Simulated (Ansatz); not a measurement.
**K: phonons**

K in the bcc lattice, relaxed with PBE.

```yaml
# lattice in Å, fractional positions
crystal:
  lattice:
    - [-2.64584, 2.64584, 2.64584]
    - [2.64584, -2.64584, 2.64584]
    - [2.64584, 2.64584, -2.64584]
  atoms:
    - { symbol: K, position: [0.00000, 0.00000, 0.00000] }
```

DFT in Ansatz; PBE; all-electron PAW datasets (no frozen core) at 200 eV; k mesh 8×8×8; Fermi–Dirac smearing of 0.1 eV; no spin. Harmonic phonons by finite displacements in cells commensurate with each q, in cm⁻¹; i marks an unstable mode.

Caveats: coarse k mesh.

Problem. Give all 3 branches at q = (0.5, -0.5, 0.5) and q = (0, 0, 0.5) (reciprocal cell vectors).

Solution. q = (0.5, -0.5, 0.5): 72 (×3). q = (0, 0, 0.5): 16, 49, 76.
